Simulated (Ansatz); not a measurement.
NaMoO2 in space group C2/m (No. 12; Na on 2d, Mo on 2a, O on 4i) under volume change, r²SCAN in the plane-wave PAW code Ansatz, shape and atoms relaxed at each volume.

```
V (Å³/atom)  E − E(relaxed) (meV/atom)  P (GPa)
-----------  -------------------------  -------
10.154                               ?        ?
10.489                               ?        ?
10.823                             3.6     3.53
11.158                             0.0     0.00
11.493                             3.2    -2.96
11.828                            12.0    -5.45
12.162                            25.7    -7.56
```

Question: What belongs in the gaps?

Answer: 
- 10.489, E − E(relaxed) (meV/atom): 15.2
- 10.489, P (GPa): 7.74
- 10.154, E − E(relaxed) (meV/atom): 36.5
- 10.154, P (GPa): 12.78

Question: What does a third-order Birch–Murnaghan fit give for V₀, B₀ and B′?

Answer: V₀ = 11.16 Å³/atom, B₀ = 108 GPa, B′ = 4.8.

The first step of the workflow began from a Materials Project structure, measured or hypothetical; the Crystallography Open Database copy checked does not list it. Its standing as an ambient phase is unchecked. Symmetry was held in the r²SCAN relaxation, as lowered by the spin order; whether a distortion lowers the energy is not shown. Spin order of the final state: antiferromagnetic, chosen from 4 collinear starts compared on coarse meshes (ties went to the first, and starts can fall back to one state), not a proven ground state. Other orbital occupations within this spin state were not tried. No Hubbard U is applied. Scalar-relativistic: spin–orbit coupling is off unless named, which matters more the heavier the elements.

Potentials: the later of the program's two PAW sets.
